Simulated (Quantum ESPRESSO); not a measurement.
## MgHf2Zr4Y (one run as intended and one with a planted mistake)

Simulated, not a measurement. The program is pw.x of Quantum ESPRESSO 7.5 (plane-wave density functional theory). The cell is made up: eight metal atoms on a hexagonal close-packed lattice, with elements, volume, strain and displacements drawn at random and not relaxed, so it may be unstable or far from any real phase. PseudoDojo standard norm-conserving files set the functional (PBE unless stated); there is no spin polarisation or spin-orbit coupling, the Fermi-Dirac width of 0.25 eV means electrons at about 2900 K, and the masses in the input are unused placeholders. Heavy elements are run without spin-orbit coupling, which real alloys of them have. A spin test at this wide smearing found no moment, but such smearing suppresses magnetism that the real alloy may have.

Intended input:

```
&control calculation='scf', pseudo_dir='./dojo.nc.sr.pbe.v0_5.standard.upf', outdir='./o', disk_io='minimal', tprnfor=.true., tstress=.true. /
&system ibrav=0, nat=8, ntyp=4, nbnd=64, ecutwfc=84.00895049, nosym=.true., tot_charge=0,
 occupations='smearing', smearing='fd', degauss=0.0183746611
/
&electrons conv_thr=1.470e-08, electron_maxstep=70, mixing_beta=0.5 /
ATOMIC_SPECIES
Hf 1.0 Hf.upf
Mg 1.0 Mg.upf
Y 1.0 Y.upf
Zr 1.0 Zr.upf
CELL_PARAMETERS angstrom
0.0 0.0 -5.2418
0.0 5.8165 0.0
6.7163 0.0 0.0
ATOMIC_POSITIONS angstrom
Mg 0.0734 0.0353 0.0876
Hf 3.4757 -0.0216 -0.092
Zr 1.6634 3.03 0.0721
Zr 5.0875 2.7654 -0.0375
Zr 0.0065 1.9543 -2.6692
Y 3.3426 1.8822 -2.601
Hf 1.7691 4.8885 -2.7232
Zr 5.0164 4.8898 -2.6766
K_POINTS automatic
5 4 4 1 1 1
```

The log is shortened where brackets say so; the opening notice, blank lines, dates and the lines on written files are dropped, and the path of the files is cut. It prints rydbergs, bohrs and kilobars, and counts compression as positive stress. Its total energy is the free energy E - TS of the whole cell.

Log of the intended run:

```
     Program PWSCF v.7.5
     Parallel version (MPI & OpenMP), running on       4 processor cores
     Number of MPI processes:                 4
     Threads/MPI process:                     1
     [start-up lines left out]
     bravais-lattice index     =            0
     lattice parameter (alat)  =       9.9056  a.u.
     unit-cell volume          =    1381.8753 (a.u.)^3
     number of atoms/cell      =            8
     number of atomic types    =            4
     number of electrons       =        93.00
     number of Kohn-Sham states=           64
     kinetic-energy cutoff     =      84.0090  Ry
     charge density cutoff     =     336.0358  Ry
     scf convergence threshold =      1.5E-08
     mixing beta               =       0.5000
     number of iterations used =            8  plain     mixing
     Exchange-correlation= PBE
                           (   1   4   3   4   0   0   0)
     [axes and pseudopotential details left out]
   Cartesian axes
     site n.     atom                  positions (alat units)
         1        Mg     tau(   1) = (   0.0140028   0.0067343   0.0167118  )
         2        Hf     tau(   2) = (   0.6630738  -0.0041207  -0.0175512  )
         3        Zr     tau(   3) = (   0.3173337   0.5780457   0.0137548  )
         4        Zr     tau(   4) = (   0.9705635   0.5275669  -0.0071540  )
         5        Zr     tau(   5) = (   0.0012400   0.3728299  -0.5092144  )
         6        Y      tau(   6) = (   0.6376817   0.3590751  -0.4962036  )
         7        Hf     tau(   7) = (   0.3374986   0.9325995  -0.5195162  )
         8        Zr     tau(   8) = (   0.9569995   0.9328475  -0.5106261  )
     number of k points=    40  Fermi-Dirac smearing, width (Ry)=  0.0184
                       cart. coord. in units 2pi/alat
        k(    1) = (   0.0975574   0.1126494  -0.1000000), wk =   0.0500000
        k(    2) = (   0.2926723   0.1126494  -0.1000000), wk =   0.0500000
     [further k points left out]
     Dense  grid:   143683 G-vectors     FFT dimensions: (  60,  72,  75)
     Estimated max dynamical RAM per process >     417.80 MB
     Estimated total dynamical RAM >       1.53 GB
     Initial potential from superposition of free atoms
     starting charge      92.9816, renormalised to      93.0000
     Starting wfcs are   75 randomized atomic wfcs
     total cpu time spent up to now is        5.6 secs
     per-process dynamical memory:   301.6 Mb
     Self-consistent Calculation
     iteration #  1     ecut=    84.01 Ry     beta= 0.50
     Davidson diagonalization with overlap
     ethr =  1.00E-02,  avg # of iterations =  3.0
     Threshold (ethr) on eigenvalues was too large:
     Diagonalizing with lowered threshold
     Davidson diagonalization with overlap
     ethr =  4.10E-04,  avg # of iterations =  4.8
     total cpu time spent up to now is       30.5 secs
     total energy              =    -830.83467034 Ry
     estimated scf accuracy    <       0.38750459 Ry
     iteration #  2     ecut=    84.01 Ry     beta= 0.50
     Davidson diagonalization with overlap
     ethr =  4.17E-04,  avg # of iterations =  5.3
     total cpu time spent up to now is       44.9 secs
     total energy              =    -830.69333624 Ry
     estimated scf accuracy    <       2.57250917 Ry
     [iterations 3 to 17 left out]
     iteration # 18     ecut=    84.01 Ry     beta= 0.50
     Davidson diagonalization with overlap
     ethr =  6.65E-11,  avg # of iterations =  2.0
     total cpu time spent up to now is      228.8 secs
     total energy              =    -830.98987394 Ry
     estimated scf accuracy    <       0.00000002 Ry
     iteration # 19     ecut=    84.01 Ry     beta= 0.50
     Davidson diagonalization with overlap
     ethr =  1.71E-11,  avg # of iterations =  2.0
     total cpu time spent up to now is      239.0 secs
     End of self-consistent calculation
     [lines on levels left out]
!    total energy              =    -830.98987394 Ry
     estimated scf accuracy    <          2.5E-09 Ry
     smearing contrib. (-TS)   =      -0.15902855 Ry
     internal energy E=F+TS    =    -830.83084538 Ry
     The total energy is F=E-TS. E is the sum of the following terms:
     one-electron contribution =    -248.85434089 Ry
     hartree contribution      =     146.90100772 Ry
     xc contribution           =    -168.44807689 Ry
     ewald contribution        =    -560.42943533 Ry
     convergence has been achieved in  19 iterations
     Forces acting on atoms (cartesian axes, Ry/au):
     atom    1 type  2   force =     0.00283446   -0.00294635   -0.02007092
     atom    2 type  1   force =    -0.01920127   -0.02168411    0.01649165
     atom    3 type  4   force =    -0.00196366   -0.01208415   -0.01697447
     atom    4 type  4   force =     0.00775483    0.02919518    0.00564072
     atom    5 type  4   force =     0.00273457    0.00637135    0.00923070
     atom    6 type  3   force =     0.00041455    0.02184713   -0.00934252
     atom    7 type  1   force =    -0.00913093   -0.00556120    0.01641021
     atom    8 type  4   force =     0.01655744   -0.01513786   -0.00138537
     Total force =     0.067079     Total SCF correction =     0.000147
     Computing stress (Cartesian axis) and pressure
          total   stress  (Ry/bohr**3)                   (kbar)     P=      -38.67
  -0.00032809  -0.00002800   0.00001401          -48.26       -4.12        2.06
  -0.00002800  -0.00028146  -0.00000948           -4.12      -41.40       -1.39
   0.00001401  -0.00000948  -0.00017903            2.06       -1.39      -26.34
     init_run     :      5.17s CPU      5.43s WALL (       1 calls)
     electrons    :    229.93s CPU    233.39s WALL (       1 calls)
     forces       :      1.91s CPU      1.93s WALL (       1 calls)
     stress       :      6.62s CPU      6.76s WALL (       1 calls)
     [timing details left out]
     PWSCF        :   4m 3.84s CPU   4m 7.76s WALL
     JOB DONE.
```

A second run has one planted mistake: two atoms have their elements exchanged. The input lines that differ:

```
- Mg 0.0734 0.0353 0.0876
+ Hf 0.0734 0.0353 0.0876
- Hf 1.7691 4.8885 -2.7232
+ Mg 1.7691 4.8885 -2.7232
```

Its log:

```
     Program PWSCF v.7.5
     Parallel version (MPI & OpenMP), running on       4 processor cores
     Number of MPI processes:                 4
     Threads/MPI process:                     1
     [start-up lines left out]
     bravais-lattice index     =            0
     lattice parameter (alat)  =       9.9056  a.u.
     unit-cell volume          =    1381.8753 (a.u.)^3
     number of atoms/cell      =            8
     number of atomic types    =            4
     number of electrons       =        93.00
     number of Kohn-Sham states=           64
     kinetic-energy cutoff     =      84.0090  Ry
     charge density cutoff     =     336.0358  Ry
     scf convergence threshold =      1.5E-08
     mixing beta               =       0.5000
     number of iterations used =            8  plain     mixing
     Exchange-correlation= PBE
                           (   1   4   3   4   0   0   0)
     [axes and pseudopotential details left out]
   Cartesian axes
     site n.     atom                  positions (alat units)
         1        Hf     tau(   1) = (   0.0140028   0.0067343   0.0167118  )
         2        Hf     tau(   2) = (   0.6630738  -0.0041207  -0.0175512  )
         3        Zr     tau(   3) = (   0.3173337   0.5780457   0.0137548  )
         4        Zr     tau(   4) = (   0.9705635   0.5275669  -0.0071540  )
         5        Zr     tau(   5) = (   0.0012400   0.3728299  -0.5092144  )
         6        Y      tau(   6) = (   0.6376817   0.3590751  -0.4962036  )
         7        Mg     tau(   7) = (   0.3374986   0.9325995  -0.5195162  )
         8        Zr     tau(   8) = (   0.9569995   0.9328475  -0.5106261  )
     number of k points=    40  Fermi-Dirac smearing, width (Ry)=  0.0184
                       cart. coord. in units 2pi/alat
        k(    1) = (   0.0975574   0.1126494  -0.1000000), wk =   0.0500000
        k(    2) = (   0.2926723   0.1126494  -0.1000000), wk =   0.0500000
     [further k points left out]
     Dense  grid:   143683 G-vectors     FFT dimensions: (  60,  72,  75)
     Estimated max dynamical RAM per process >     417.80 MB
     Estimated total dynamical RAM >       1.53 GB
     Initial potential from superposition of free atoms
     starting charge      92.9816, renormalised to      93.0000
     Starting wfcs are   75 randomized atomic wfcs
     total cpu time spent up to now is        5.6 secs
     per-process dynamical memory:   301.6 Mb
     Self-consistent Calculation
     iteration #  1     ecut=    84.01 Ry     beta= 0.50
     Davidson diagonalization with overlap
     ethr =  1.00E-02,  avg # of iterations =  2.9
     Threshold (ethr) on eigenvalues was too large:
     Diagonalizing with lowered threshold
     Davidson diagonalization with overlap
     ethr =  5.07E-04,  avg # of iterations =  4.6
     total cpu time spent up to now is       29.0 secs
     total energy              =    -830.78758236 Ry
     estimated scf accuracy    <       0.46966815 Ry
     iteration #  2     ecut=    84.01 Ry     beta= 0.50
     Davidson diagonalization with overlap
     ethr =  5.05E-04,  avg # of iterations =  6.8
     total cpu time spent up to now is       44.4 secs
     total energy              =    -830.61359122 Ry
     estimated scf accuracy    <       3.81584189 Ry
     [iterations 3 to 14 left out]
     iteration # 15     ecut=    84.01 Ry     beta= 0.50
     Davidson diagonalization with overlap
     ethr =  4.61E-10,  avg # of iterations =  2.3
     total cpu time spent up to now is      194.0 secs
     total energy              =    -830.99793098 Ry
     estimated scf accuracy    <       0.00000008 Ry
     iteration # 16     ecut=    84.01 Ry     beta= 0.50
     Davidson diagonalization with overlap
     ethr =  8.13E-11,  avg # of iterations =  4.8
     total cpu time spent up to now is      205.1 secs
     End of self-consistent calculation
     [lines on levels left out]
!    total energy              =    -830.99793098 Ry
     estimated scf accuracy    <          9.3E-09 Ry
     smearing contrib. (-TS)   =      -0.16011202 Ry
     internal energy E=F+TS    =    -830.83781896 Ry
     The total energy is F=E-TS. E is the sum of the following terms:
     one-electron contribution =    -249.03058672 Ry
     hartree contribution      =     146.96318214 Ry
     xc contribution           =    -168.43083209 Ry
     ewald contribution        =    -560.33958228 Ry
     convergence has been achieved in  16 iterations
     Forces acting on atoms (cartesian axes, Ry/au):
     atom    1 type  1   force =    -0.00145804    0.00292991   -0.02031367
     atom    2 type  1   force =    -0.00923607   -0.02271171    0.01622679
     atom    3 type  4   force =    -0.00716258   -0.01397195   -0.01584384
     atom    4 type  4   force =     0.01433143    0.02658439    0.00420271
     atom    5 type  4   force =    -0.00210484    0.00880242    0.01050574
     atom    6 type  3   force =    -0.00700258    0.01995566   -0.01267546
     atom    7 type  2   force =    -0.01265278   -0.00230435    0.01810129
     atom    8 type  4   force =     0.02528546   -0.01928437   -0.00020356
     Total force =     0.070850     Total SCF correction =     0.000350
     Computing stress (Cartesian axis) and pressure
          total   stress  (Ry/bohr**3)                   (kbar)     P=      -40.52
  -0.00032634  -0.00002647   0.00002171          -48.01       -3.89        3.19
  -0.00002647  -0.00034255   0.00000030           -3.89      -50.39        0.04
   0.00002171   0.00000030  -0.00015747            3.19        0.04      -23.16
     init_run     :      5.26s CPU      5.52s WALL (       1 calls)
     electrons    :    196.66s CPU    199.53s WALL (       1 calls)
     forces       :      1.88s CPU      1.90s WALL (       1 calls)
     stress       :      6.48s CPU      6.63s WALL (       1 calls)
     [timing details left out]
     PWSCF        :   3m30.35s CPU   3m33.67s WALL
     JOB DONE.
```

|  | intended run | run with the mistake |
| --- | --- | --- |
| free energy (eV) | -11306.193 | -11306.303 |
| entropy term -TS, part of it (eV) | -2.164 | -2.178 |
| pressure (GPa) | -3.87 | -4.05 |
| size of the largest force component (eV/Å) | 0.751 | 0.684 |
| largest change of a force component (eV/Å) |  | 0.256 |
| iterations | 19 | 16 |

For scale, a rerun of the intended cell at a higher cutoff and on a denser mesh moved values by no more than 0.002 eV in energy, 0.02 GPa in stress and 0.003 eV/Å in force, and a second program with other atomic files agreed on that cell to 2 % rms in force and 0.5 GPa in pressure.